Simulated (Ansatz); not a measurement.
## Straining B2Ru

Computed with DFT r2SCAN, scalar-relativistic, plane waves, PAW in Ansatz 0.2.0. Settings: 500 eV cutoff, 12×8×10 k-mesh, Gaussian smearing of 0.10 eV, no spin polarisation.

Reference structure (relaxed):

```
B Ru
1.0
     2.87041    0.00000    0.00000
     0.00000    4.64031    0.00000
     0.00000    0.00000    4.03788
B Ru
4 2
Direct
  0.00000 0.80394 0.36255
  0.00000 0.19606 0.36255
  0.50000 0.30394 0.63745
  0.50000 0.69606 0.63745
  0.00000 0.00000 0.84671
  0.50000 0.50000 0.15329
```

Deformation: biaxial strain in the a-b plane, with the length and tilt of c and the atoms relaxed, all within the symmetry that the strain leaves. Energies are extrapolated to zero smearing.

```tsv
strain (%)	ΔE (meV/atom)	a (Å)	b (Å)	c (Å)
-4.5	82.4	2.741	4.431	4.112
-3.0	35.2	2.784	4.501	4.086
-1.5	8.5	2.827	4.571	4.062
+0.0	0.0	2.870	4.640	4.038
+1.5	7.7	2.913	4.710	4.014
+3.0	29.6	2.957	4.780	3.990
+4.5	63.6	3.000	4.849	3.965
```

Q: What stiffness (1/V) d²E/dε² at zero strain does a cubic fit over all points give?

A: A cubic fit gives (1/V) d²E/dε² = 1289 GPa at zero strain (twice the biaxial modulus).

Q: How does the free axis c answer a small strain?

A: Between the innermost points its strain is -0.39 times the applied one.

Cost: 7 runs of about 20 core-minutes in all, on Intel Xeon Processor @ 2.70GHz (shared hosts).